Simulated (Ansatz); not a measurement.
# SnO: do energies and stresses tell the same story?

Theory: DFT PBE+D3(BJ), scalar-relativistic, plane waves, PAW (Ansatz).

Plane waves to 420 eV, a k mesh through Γ of 12×12×10 on the computed 4-atom cell and Gaussian smearing (0.10 eV); no spin polarisation.

Relaxed cell: P4/nmm, a = 3.837 Å, b = 3.837 Å, c = 4.759 Å, α = 90.00°, β = 90.00°, γ = 90.00°, 4 atoms in the primitive cell.

Energies at zero smearing and pressures from the stress tensor, at volumes with shape and atoms relaxed:
| V (Å³/atom) | E − E(first) (meV/atom) | P (GPa) |
| --- | --- | --- |
| 15.412 | 0.00 | 6.55 |
| 15.938 | -17.59 | 4.32 |
| 16.463 | -28.89 | 2.57 |
| 16.988 | -34.99 | 1.16 |
| 17.514 | -36.88 | 0.01 |
| 18.039 | -35.48 | -0.92 |
| 18.565 | -31.59 | -1.58 |
| 19.265 | -23.72 | -2.07 |

Q: Check P = −dE/dV between neighbouring volumes, and get the bulk modulus from the pressures alone.

A: With 1 eV/Å³ = 160.2 GPa:
```tsv
middle V (Å³/atom)	−ΔE/ΔV (GPa)	mean P (GPa)
15.675	5.365	5.431
16.200	3.445	3.444
16.726	1.858	1.866
17.251	0.579	0.586
17.776	-0.429	-0.452
18.302	-1.184	-1.246
18.915	-1.800	-1.822
```

The two differ by 0.07 GPa at most. The mean of two end pressures misses the average over a step by about ΔV² P″/12, up to 0.05 GPa here; with that taken off 0.08 GPa remains, from the smearing term (the stress is the derivative of the free energy), the finite cutoff, the mesh or the relaxation's tolerance. Around V = 17.514 Å³/atom, the two neighbours give B = −V ΔP/ΔV = 17.514 × 2.08 / 1.051 = 34.6 GPa, against B0 = 32.2 GPa from the Birch–Murnaghan fit of the energies.